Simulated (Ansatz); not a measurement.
# Stress against strain in Sn

```xyz
1
Lattice="-1.5908 1.5908 2.9156 1.5908 -1.5908 2.9156 1.5908 1.5908 -2.9156" Properties=species:S:1:pos:R:3 pbc="T T T"
Sn    0.0000    0.0000    0.0000
```

The geometry is COD entry 1540069, unchecked; take it as a test cell.

No spin–orbit coupling, which matters for the heavy atoms here.

Method: DFT, PBEsol, all-electron LAPW, scalar-relativistic in Ansatz 0.2.0.

The runs use a Γ-centred 15×15×18 k mesh, Fermi–Dirac smearing of 0.08 eV, basis error target 0.25 meV/atom, no spin polarisation; this mesh doesn't keep the crystal's whole symmetry, which leaves small spurious terms.

The strain is applied along the Cartesian axes of the cell as listed (the other components stay zero). Fractional coordinates are held (clamped ions).

σ is the change of stress from the unstrained cell, which is at -4.10 GPa; tension is positive, so slopes are stress–strain coefficients at that pressure. In a metal the k mesh adds noise.

Only quantities that a quadratic follows smoothly over the whole series are listed; rougher ones are left out.

| εxx = εyy | σzz (GPa) | σxx (GPa) |
| --- | --- | --- |
| -0.0200 | -1.09 | -1.98 |
| 0.0000 | 0.00 | 0.00 |
| 0.0100 | 0.50 | 0.79 |
| 0.0200 | 0.94 | 1.48 |

(1) Fit the series and read off the stiffness at zero strain.

(2) One run, at εxx = εyy = -0.0100, is withheld. Predict its row.

Answers

(1) Least-squares fits y = p0 + p1 x + p2 x² to the rows give σzz (GPa): p1 = 50.8, p2 = -200; σxx (GPa): p1 = 86.4, p2 = -610. So C13 + C23 = 51 GPa and C11 + C12 = 86 GPa, for these axes.

(2) The fits give -0.52, -0.93; the run gave -0.53, -0.92.
